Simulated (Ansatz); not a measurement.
ZrOs (CsCl type, Pm-3m), the program Ansatz at the PBEsol level (PAW), all energies at zero smearing, with the estimated change up to a 700 eV cutoff added, with one set of potentials and settings (totals compare only within such a set). Cell of 2 atoms (1 Zr, 1 Os): -15380.743 eV.

```
element                reference phase  E (eV/atom)
-------  -----------------------------  -----------
Zr         P6/mmm, 3 atoms in the cell   -4128.6456
Os       P6_3/mmc, 2 atoms in the cell  -11251.0612
```

Formation energy per atom, worked out: (-15380.743 − 1×(-4128.6456) − 1×(-11251.0612))/2 = -0.518 eV/atom (-50 kJ per mol of atoms), at 0 K, without zero-point energy or fitted corrections.

The workflow started from a Materials Project entry (that database holds measured and hypothetical structures alike); the Crystallography Open Database files this formula in space group No. 221, but the cells were not matched. Its standing as an ambient phase is unchecked. The cell was relaxed with PBEsol under the symmetry of its start; of distortions, only those at the zone centre were tested. The run is not spin-polarised. The references are the lowest solids computed at this level, not always the standard phases. Scalar-relativistic: spin–orbit coupling is off unless named, which matters more the heavier the elements.

Potentials: the later of the program's two PAW sets.
